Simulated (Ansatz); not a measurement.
Input:

Pb$_{2}$Au:
```
CELL_PARAMETERS angstrom
     -3.69934     3.69934     2.87387
      3.69934    -3.69934     2.87387
      3.69934     3.69934    -2.87387
ATOMIC_POSITIONS crystal
  Pb 0.16039 0.66039 0.82078
  Pb 0.83961 0.33961 0.17922
  Pb 0.33961 0.16039 0.50000
  Pb 0.66039 0.83961 0.50000
  Au 0.75000 0.75000 0.00000
  Au 0.25000 0.25000 0.00000
```

This is the r²SCAN-relaxed structure.

Q: All from r²SCAN (plane waves, PAW; program Ansatz), unless another level is named. Give the density of states at the Fermi level.

A: 0.35 states/eV per atom (mean over ±0.08 eV).

Q: And the formation energy from the elements (no fitted shifts)?

A: -0.082 eV/atom.

Space group I4/mcm. The first step of the workflow began from a Materials Project structure, measured or hypothetical; the Crystallography Open Database files this formula in space group No. 140, but the cells were not matched. Its standing as an ambient phase is unchecked. The cell was relaxed with r²SCAN under the symmetry of its start; whether a distortion lowers the energy is not shown. The references are the lowest solids computed at this level, not always the standard phases. Scalar-relativistic: spin–orbit coupling is off unless named, which matters more the heavier the elements.

Potentials: the later of the program's two PAW sets.
